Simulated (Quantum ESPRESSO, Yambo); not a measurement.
**K2CO3: DFT and GW levels**

```
CELL_PARAMETERS angstrom
      5.74213     0.00000     0.00000
     -2.87106     4.97283     0.00000
      0.00000     0.00000     6.81586
ATOMIC_POSITIONS crystal
  C  0.33333 0.66667 0.75000
  C  0.66667 0.33333 0.25000
  O  0.59378 0.79689 0.75000
  O  0.40622 0.20311 0.25000
  O  0.79689 0.59378 0.25000
  O  0.20311 0.40622 0.75000
  O  0.20311 0.79689 0.75000
  O  0.79689 0.20311 0.25000
  K  0.66667 0.33333 0.75000
  K  0.33333 0.66667 0.25000
  K  0.00000 0.00000 0.50000
  K  0.00000 0.00000 0.00000
```

The geometry is that of Materials Project entry mp-10662, symmetrised and not relaxed again.

Starting point: PBEsol (pw.x of Quantum ESPRESSO, ONCV potentials, without SOC). G0W0 in Yambo: 3×3×2 Γ-centred k mesh, 285 bands and a 7 Ry block in the screening, 285 bands in G with the Bruneval-Gonze terminator, plasmon pole fitted at 27.2 eV.

* **PBEsol gap along the band path**: 3.48 eV
* **PBEsol gap between the mesh's edge points (Γ → Γ)**: 3.48 eV
* **G0W0 gap between the same points**: 6.07 eV

| k point | band | E PBEsol (eV) | E QP (eV) | shift (eV) | Z |
|---|---|---|---|---|---|
| Γ | VB | 0.00 | -1.68 | -1.68 | 0.81 |
| Γ | CB | 3.48 | 4.39 | 0.92 | 0.89 |
| A | VB | -0.04 | -1.73 | -1.69 | 0.81 |
| A | CB | 4.68 | 5.91 | 1.23 | 0.88 |
| K | VB | -0.37 | -2.13 | -1.76 | 0.81 |
| K | CB | 5.27 | 6.43 | 1.17 | 0.88 |
| H | VB | -0.37 | -2.12 | -1.76 | 0.81 |
| H | CB | 5.47 | 7.73 | 2.26 | 0.83 |

Energies count from the PBEsol valence-band maximum.

Nearest settings tried, and what they do to the gap: 138 bands in W: +79 meV; 6 Ry block (341 vectors against 431): -31 meV; 3×3×1 mesh: -86 meV. Not varied: bands in G. So the settings aren't converged at that level.

The structure is a Materials Project entry; no match was found in the copy of COD used, and its stability was not checked.
